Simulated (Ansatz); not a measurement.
Bi4Se3 in space group R-3m (No. 166; Bi on 6c, Bi on 6c, Se on 3a, Se on 6c), DFT-LDA in the program Ansatz with PAW potentials, all energies at zero smearing, with the estimated change up to a 700 eV cutoff added, with one set of potentials and settings (totals compare only within such a set). Cell of 7 atoms (4 Bi, 3 Se): -64495.068 eV.

| element | reference phase | E (eV/atom) |
|---|---|---|
| Bi | R-3m, 2 atoms in the cell | -12085.8651 |
| Se | P3_121, 3 atoms in the cell | -5383.2604 |

Formation energy per atom, worked out: (-64495.068 − 4×(-12085.8651) − 3×(-5383.2604))/7 = -0.261 eV/atom (-25 kJ per mol of atoms), at 0 K, without zero-point energy or fitted corrections.

The first step of the workflow began from a Materials Project structure, measured or hypothetical; the Crystallography Open Database files this formula in space group No. 166, but the cells were not matched. Whether it is the stable phase at ambient conditions was not checked. Symmetry was held in the LDA relaxation; whether a distortion lowers the energy is not shown. A crystal of weakly bound layers computed without a dispersion correction: the cell and the soft elastic constants depend strongly on that. The references are the lowest solids computed at this level, not always the standard phases. Scalar-relativistic: spin–orbit coupling is off unless named, which matters more the heavier the elements.

Potentials: the later of the program's two PAW sets.
